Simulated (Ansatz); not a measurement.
Here is the system:

BP:
```cif
data_B4P4
_chemical_formula_sum 'B4 P4'
_space_group_name_H-M_alt 'P42/mnm'
_space_group_IT_number 136
_space_group_name_Hall '-P 4n 2n'
_cell_length_a 5.53237
_cell_length_b 5.53237
_cell_length_c 3.18736
_cell_angle_alpha 90.000
_cell_angle_beta 90.000
_cell_angle_gamma 90.000
loop_
_atom_site_label
_atom_site_type_symbol
_atom_site_symmetry_multiplicity
_atom_site_Wyckoff_symbol
_atom_site_fract_x
_atom_site_fract_y
_atom_site_fract_z
_atom_site_occupancy
B1 B 4 f 0.17841 0.17841 0.00000 1
P1 P 4 g 0.31929 0.31929 0.50000 1
```

This is the PBEsol-relaxed structure.

Task: All from PBEsol (plane waves, PAW; program Ansatz), unless another level is named. Give the Born charges (a third of the trace).

Result: B -0.53, P +0.53 e.

Task: What about the static dielectric constant ε0 (ions relaxed, cell fixed)?

Result: 9.46 (xx = yy), 8.51 (zz).

Task: What about the electronic dielectric constant ε∞ (DFPT)?

Result: 9.33 (xx = yy), 8.39 (zz).

Space group P4_2/mnm. The start of the workflow was typed in or built on a structure type; neither database checked (COD, Materials Project) lists it. It is not the phase usual at ambient conditions (space group No. 216). The cell was relaxed with PBEsol under the symmetry of its start; its stability against distortions is not shown here.

Potentials: the earlier of the program's two PAW sets. The files were generated under PBE; for other functionals the program regenerates the frozen cores, and for LDA and PBEsol the local potential too.
